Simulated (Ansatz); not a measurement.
The start is a relaxed Nb cell, doubled along one cell vector, shaken by Gaussian noise of σ = 0.08 Å a coordinate. The cell and all atomic positions are relaxed at zero pressure with r2SCAN (plane waves to 500 eV, PAW, scalar-relativistic; Ansatz, a program for electronic structure). The first steps use a coarse 13×7×6 k-mesh.

The start:
```
Nb
1.0
    2.85856     0.00000     0.00000
   -2.85856     4.95118     0.00000
    0.00000     0.00000     5.24578
Nb
4
Direct
  0.38428   0.32530   0.77954
  0.29055   0.82536   0.74572
  0.66064   0.16861   0.25028
  0.65452   0.69608   0.25260
```

- Largest initial force: 1.23 eV/Å, on Nb3 (atoms numbered as listed)
- Volume change: -3.0 %, from 18.56 to 18.01 Å³/atom
- Relative to the parent: It does not go back: it reaches Im-3m (No. 229), bcc (W type), 0.31 eV/atom below the parent
- Optimiser moves: 19

The end point of the relaxation:

```cif
data_Nb2
_chemical_formula_sum 'Nb2'
_space_group_name_H-M_alt 'Im-3m'
_space_group_IT_number 229
_space_group_name_Hall '-I 4 2 3'
_cell_length_a 3.30264
_cell_length_b 3.30264
_cell_length_c 3.30264
_cell_angle_alpha 90.000
_cell_angle_beta 90.000
_cell_angle_gamma 90.000
loop_
_atom_site_label
_atom_site_type_symbol
_atom_site_symmetry_multiplicity
_atom_site_Wyckoff_symbol
_atom_site_fract_x
_atom_site_fract_y
_atom_site_fract_z
_atom_site_occupancy
Nb1 Nb 2 a 0.00000 0.00000 0.00000 1
```
(The calculation used a cell of 1 atom; values per cell refer to that cell.)

Final values are on a 20×20×20 k-mesh of the relaxed cell. No spin polarisation in the result.

Of the parent cell (P6₃/mmc (No. 194)): it is a generated cell of Nb: the first start was made by a random draw of sites in a space group, and the end was not matched to a known phase here, so it may be hypothetical. Known forms of Nb include space group No. 229.
